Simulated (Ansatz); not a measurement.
WC in space group P-6m2 (No. 187; W on 1a, C on 1f) under volume change, the program Ansatz at the PBE level (PAW), shape and atoms relaxed at each volume.

| V (Å³/atom) | E − E(relaxed) (meV/atom) | P (GPa) |
|---|---|---|
| 9.578 | 120.0 | 44.08 |
| 9.893 | 50.4 | 27.00 |
| 10.209 | ? | ? |
| 10.525 | 0.0 | 0.00 |
| 10.841 | 10.7 | -10.61 |
| 11.156 | ? | ? |
| 11.472 | 87.3 | -27.37 |

Q: What belongs in the gaps?

A: 
- 11.156, E − E(relaxed) (meV/atom): 40.8
- 11.156, P (GPa): -19.66
- 10.209, E − E(relaxed) (meV/atom): 11.9
- 10.209, P (GPa): 12.42

Q: What does a third-order Birch–Murnaghan fit give for V₀, B₀ and B′?

A: V₀ = 10.52 Å³/atom, B₀ = 382 GPa, B′ = 4.3.

Symmetry was held in the PBE relaxation. No spin polarisation was allowed. Spin–orbit coupling is left out wherever it is not named.

Potentials: the earlier of the program's two PAW sets.
